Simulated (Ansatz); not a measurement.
Li₂ZnCl₄ (spinel, space group No. 227), r²SCAN in the plane-wave PAW code Ansatz. The conduction-band minimum lies at Γ, with 1 equivalent valley. Second derivatives d²E/dk² of the lowest band at one valley (eV·Å²), along Cartesian directions:

```json
[
 {"direction": "[100]", "d²E/dk²": "17.92"},
 {"direction": "[010]", "d²E/dk²": "17.92"},
 {"direction": "[001]", "d²E/dk²": "17.92"},
 {"direction": "[110]", "d²E/dk²": "17.91"},
 {"direction": "[101]", "d²E/dk²": "17.91"},
 {"direction": "[011]", "d²E/dk²": "17.91"}
]
```

Task: Find the principal effective masses, the density-of-states mass and the conductivity mass.

Result: Off-diagonal terms follow from H_xy = H[110] − (H_xx + H_yy)/2, and m*/mₑ = 7.620 eV·Å² over each eigenvalue: 0.42, 0.42, 0.43. One valley's DOS mass (m₁m₂m₃)^(1/3) = 0.43, conductivity mass 3/(Σ 1/mᵢ) = 0.43 mₑ.

Task: What effective density of states Nc follows at 300 K for parabolic valleys?

Result: Nc = 2.509e19 × 1 × (0.43)^(3/2) ≈ 7.1e18 cm⁻³.

Space group Fd-3m (spinel). The workflow started from a Materials Project entry (that database holds measured and hypothetical structures alike); the Crystallography Open Database files this formula in space group No. 227, but the cells were not matched. Whether it is the stable phase at ambient conditions was not checked. Symmetry was held in the r²SCAN relaxation; its stability against distortions is not shown here.

Potentials: the later of the program's two PAW sets.

Edges and masses are those of Kohn–Sham bands, whose gap is no quasiparticle gap.
